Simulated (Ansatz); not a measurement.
The start is a relaxed MoS2 cell shaken by Gaussian noise of σ = 0.08 Å a coordinate. The structure is fully relaxed (lattice and positions, P = 0) with PBEsol (plane waves to 420 eV, PAW, scalar-relativistic; Ansatz, an electronic-structure program). First-step values are on the input's coarse k-mesh.

Ansatz input (later rounds restart from its end on a renewed k-mesh):
Ansatz 0.2 input:
```yaml
crystal:
  lattice:
    - [6.6521474344, 0, 0]
    - [0, 3.2430412229, 0]
    - [0, 0, 8.5581089355]
  atoms:
    - { symbol: Mo, position: [0.2531330762, 0.2902146639, 0.0756546399] }
    - { symbol: Mo, position: [0.7358533163, 0.2288721827, 0.4173693226] }
    - { symbol: Mo, position: [0.7477959398, 0.7382050722, 0.9407731643] }
    - { symbol: Mo, position: [0.2280608108, 0.7474927152, 0.5761433518] }
    - { symbol: S, position: [0.1318941643, 0.2328716276, 0.3888958931] }
    - { symbol: S, position: [0.6390625287, 0.21262724, 0.103165077] }
    - { symbol: S, position: [0.8552605528, 0.7530769355, 0.5983488767] }
    - { symbol: S, position: [0.3779928521, 0.7459992121, 0.8809229315] }
    - { symbol: S, position: [-0.003573705, 0.2580534505, 0.8783535233] }
    - { symbol: S, position: [0.5275896763, 0.2576787473, 0.6394900964] }
    - { symbol: S, position: [0.9956641039, 0.7614790684, 0.1170689009] }
    - { symbol: S, position: [0.4986945257, 0.7556222439, 0.3577687088] }
basis: { ecutwfc: 420, ecutrho_ratio: 4, xc_grid: 2, fft_grid_basis: typed }
kpoints: { mp_grid: { grid: [3, 6, 3] } }
hamiltonian:
  xc: pbesol
  dispersion: none
  pseudopotentials: { kind: paw }
scf: { occupations: { method: fermi_dirac, width: 0.05 } }
relax: { f_tol: 0.01, max_steps: 100, cell: { stress_tol: 0.02 } }
output: { forces: true, stress: true }
```

Q: What is the largest force in the starting geometry, and on which atom (counted from 1)?

A: About 5.2 eV/Å, on Mo3 (atoms numbered as listed).

Q: Is the parent structure recovered?

A: It relaxes back to the parent, Pnma (No. 62).

Q: How do the shortest distances between atoms change?

A: The closest pairs of elements (up to four, under 3.6 Å), start → end: Mo–S 2.20 → 2.39 Å; S–S 2.60 → 2.81 Å; Mo–Mo 3.24 → 3.24 Å.

Q: Is the relaxed structure metallic? Give its gap.

A: Zero (metallic).

It ends as:

```cif
data_Mo4S8
_chemical_formula_sum 'Mo4 S8'
_space_group_name_H-M_alt 'Pnma'
_space_group_IT_number 62
_space_group_name_Hall '-P 2ac 2n'
_cell_length_a 6.65244
_cell_length_b 3.24289
_cell_length_c 8.55720
_cell_angle_alpha 90.000
_cell_angle_beta 90.000
_cell_angle_gamma 90.000
loop_
_atom_site_label
_atom_site_type_symbol
_atom_site_symmetry_multiplicity
_atom_site_Wyckoff_symbol
_atom_site_fract_x
_atom_site_fract_y
_atom_site_fract_z
_atom_site_occupancy
Mo1 Mo 4 c 0.24941 0.25000 0.41797 1
S1 S 4 c 0.12731 0.25000 0.10980 1
S2 S 4 c 0.00678 0.25000 0.63363 1
```

Final values are on a 6×12×5 k-mesh of the relaxed cell. No spin polarisation in the result.

The relaxed structure here is a generated cell of MoS2: the first start was made by placing the elements on the sites of a structure type, and the end was not matched to a known phase here, so it may be hypothetical. Known forms of MoS2 include space group No. 160, 194.
